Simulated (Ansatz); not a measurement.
ScCu (CsCl type)

```yaml
crystal:
  lattice:
    - [3.16596, 0.00000, 0.00000]
    - [0.00000, 3.16596, 0.00000]
    - [0.00000, 0.00000, 3.16596]
  atoms:
    - { symbol: Sc, position: [0.50000, 0.50000, 0.50000] }
    - { symbol: Cu, position: [0.00000, 0.00000, 0.00000] }
```

All values below come from LDA (plane waves to 420 eV, PAW, scalar-relativistic; Ansatz, an electronic-structure program). DFPT wavenumbers on a 16×16×16 k mesh, in cm⁻¹ and rounded to 5; i marks imaginary ones, q is in fractions of the reciprocal vectors of the cell shown, and the three acoustic modes at Γ are left out. ScCu is run without spin polarisation. ScCu was relaxed with its symmetry unable to fall. The relaxed volume of ScCu is well below the measured one.

Problem. Predict the phonon wavenumbers at Γ, X = (0.5, 0.0, 0.0), M = (0.5, 0.5, 0.0), R = (0.5, 0.5, 0.5).

Solution. 
| q | wavenumbers (cm⁻¹) |
|---|---|
| Γ | 200 (×3) |
| X = (0.5, 0.0, 0.0) | 110, 135 (×2), 155 (×2), 250 |
| M = (0.5, 0.5, 0.0) | 0 (×2), 120, 130, 235 (×2) |
| R = (0.5, 0.5, 0.5) | 80 (×3), 245 (×3) |
